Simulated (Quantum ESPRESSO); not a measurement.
pw.x input (Quantum ESPRESSO 7.5; LDA, PseudoDojo standard norm-conserving files, scalar-relativistic):

```
&CONTROL
  calculation = 'scf'
  pseudo_dir = './pseudo'
  outdir = './out'
  tprnfor = .true.
  tstress = .true.
/
&SYSTEM
  ibrav = 0
  nat = 2
  ntyp = 2
  ecutwfc = 74.0
  ecutrho = 296.0
  occupations = 'smearing'
  smearing = 'fd'
  degauss = 0.005
  nbnd = 14
/
&ELECTRONS
  conv_thr = 2e-10
/
ATOMIC_SPECIES
Al 26.9815 Al.upf
Os 190.2300 Os.upf
CELL_PARAMETERS angstrom
  2.997910000000   0.000000000000   0.000000000000
  0.000000000000   2.997910000000   0.000000000000
  0.000000000000   0.000000000000   2.997910000000
ATOMIC_POSITIONS crystal
Al   0.000000000000   0.000000000000   0.000000000000
Os   0.500000000000   0.500000000000   0.500000000000
K_POINTS automatic
14 14 14 0 0 0
```

End of the output:

```
     total energy              =    -207.33455575 Ry
     estimated scf accuracy    <       0.00000432 Ry
     total energy              =    -207.33455943 Ry
     estimated scf accuracy    <       0.00000103 Ry
     total energy              =    -207.33455964 Ry
     estimated scf accuracy    <          3.7E-09 Ry
[...]
     the Fermi energy is    17.3771 ev
!    total energy              =    -207.33455964 Ry
     estimated scf accuracy    <          1.6E-10 Ry
     smearing contrib. (-TS)   =      -0.00144056 Ry
     internal energy E=F+TS    =    -207.33311908 Ry
     The total energy is F=E-TS. E is the sum of the following terms:
     one-electron contribution =     -55.26898004 Ry
     hartree contribution      =      37.73854573 Ry
     xc contribution           =     -43.49444063 Ry
     ewald contribution        =    -146.30824415 Ry
     convergence has been achieved in   7 iterations
     Forces acting on atoms (cartesian axes, Ry/au):
     atom    1 type  1   force =     0.00000000    0.00000000    0.00000000
     atom    2 type  2   force =     0.00000000    0.00000000    0.00000000
     Total force =     0.000000     Total SCF correction =     0.000000
     Computing stress (Cartesian axis) and pressure
          total   stress  (Ry/bohr**3)                   (kbar)     P=      -69.99
  -0.00047581   0.00000000   0.00000000          -69.99        0.00        0.00
   0.00000000  -0.00047581   0.00000000            0.00      -69.99        0.00
   0.00000000   0.00000000  -0.00047581            0.00        0.00      -69.99
```

Spin-orbit coupling is not included.

Geometry of the Materials Project entry, not relaxed at this level.
